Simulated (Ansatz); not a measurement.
B₂Ru:
```cif
data_B2Ru
_chemical_formula_sum 'Ru1 B2'
_space_group_name_H-M_alt 'P 1'
_space_group_IT_number 1
_cell_length_a 3.00598
_cell_length_b 3.00598
_cell_length_c 3.23124
_cell_angle_alpha 90.000
_cell_angle_beta 90.000
_cell_angle_gamma 120.000
loop_
_space_group_symop_operation_xyz
  'x, y, z'
loop_
_atom_site_label
_atom_site_type_symbol
_atom_site_fract_x
_atom_site_fract_y
_atom_site_fract_z
_atom_site_occupancy
Ru1 Ru 0.00000 0.00000 0.00000 1
B1 B 0.33333 0.66667 0.50000 1
B2 B 0.66667 0.33333 0.50000 1
```

Relaxed with PBEsol.

### Question
Decompose the optical modes at the zone centre into irreducible representations, and say which are infrared and Raman allowed.

### Answer
Point group 6/mmm: Γ_opt = A2u + B1g + E1u + E2g. Infrared: A2u, E1u. Raman: E2g.

### Question
Assign frequencies (DFPT, PBEsol (plane waves, PAW; program Ansatz)).

### Answer
E1u 136, A2u 267, B1g 455, E2g 772 cm⁻¹.

Subscripts of B labels follow the axes of the standard setting.

Space group P6/mmm. A made-up cell: these elements were put on the sites of a structure type; neither database checked (COD, Materials Project) lists it. COD files the formula under space group No. 59. Whether it is the stable phase at ambient conditions was not checked. The PBEsol relaxation kept the symmetry of its start; its stability against distortions is not shown here. The run is not spin-polarised. As this level gives no gap, phonon frequencies hold no LO–TO term and depend on the k-mesh and smearing (Fermi–Dirac, 0.1 eV here).

Potentials: the earlier of the program's two PAW sets. The files were generated under PBE; for other functionals the program regenerates the frozen cores, and for LDA and PBEsol the local potential too.
